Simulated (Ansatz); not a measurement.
Relaxed candidate structures of Hf:

A. P6₃/mmc (No. 194), hP2, hcp (Mg type); a = 3.159 Å, b = 3.159 Å, c = 5.000 Å, α = 90.00°, β = 90.00°, γ = 120.00°; Hf 2d (0.667, 0.333, 0.250)

B. Pm-3m (No. 221), cP1, simple cubic type; a = 2.865 Å, b = 2.865 Å, c = 2.865 Å, α = 90.00°, β = 90.00°, γ = 90.00°; Hf 1a (0.000, 0.000, 0.000)

C. Fm-3m (No. 225), cF4, fcc (Cu type); a = b = c = 4.419 Å, α = β = γ = 90.00°; Hf 4b (0.500, 0.500, 0.500)

### Question
Put the candidates in order of energy per atom, lowest first, for PBEsol (plane waves to 420 eV, PAW, scalar-relativistic; Ansatz, an electronic-structure program).

### Answer
A (reference, the lowest among the structures calculated here), C (+0.07 eV/atom), B (+1.09 eV/atom)

Each run could gain symmetry but not lose that of its start, so entries can be saddle points. From databases, or of a type measured for this composition: P6₃/mmc, hP2, hcp (Mg type); Fm-3m, cF4, fcc (Cu type); the others are generated cells (placed on structure types, drawn at random, substituted or restacked) that were not matched to a known phase here. Energies are at zero temperature and pressure, without zero-point motion. No spin polarisation in the result.
